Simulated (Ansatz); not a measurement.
TaTe:
```xyz
2
Lattice="3.4046 0.0000 0.0000 0.0000 3.4046 0.0000 0.0000 0.0000 3.4046" Properties=species:S:1:pos:R:3 pbc="T T T"
Ta     0.0000     0.0000     0.0000
Te     1.7023     1.7023     1.7023
```

Relaxed with r²SCAN. Special points in fractions of this cell's reciprocal vectors: Γ (0.000, 0.000, 0.000); X (0.000, 0.500, 0.000); M (0.500, 0.500, 0.000); R (0.500, 0.500, 0.500).

Task: List the band energies nearest the Fermi level at these points for r²SCAN (plane waves, PAW; program Ansatz).

Result: In eV from the Fermi level; about four levels below and three above (degenerate sets whole), none deeper than 8.9 eV; points with the same levels are listed once.

```tsv
k	below	above
Γ	-3.16 -3.16 -1.73 -1.73 -1.73	1.48 1.48 1.48
X	-3.24 -3.24 -2.31	1.68 2.77 4.61
M	-6.44 -6.44 -3.72 -0.30 -0.30	0.36 1.68 3.18
R	-7.22 -7.22 -7.22	1.37 1.37 1.37
```

Space group Pm-3m (CsCl type). The start of the workflow was typed in or built on a structure type; neither database checked (COD, Materials Project) lists it. Whether it is the stable phase at ambient conditions was not checked. The r²SCAN relaxation kept the symmetry of its start; whether a distortion lowers the energy is not shown. No spin polarisation was allowed. Its formation energy is positive at this level, so the cell may be metastable or incomplete. With an odd number of electrons in the cell and no spin polarisation, the count alone makes it a metal. Spin–orbit coupling is left out wherever it is not named.

Potentials: the earlier of the program's two PAW sets.
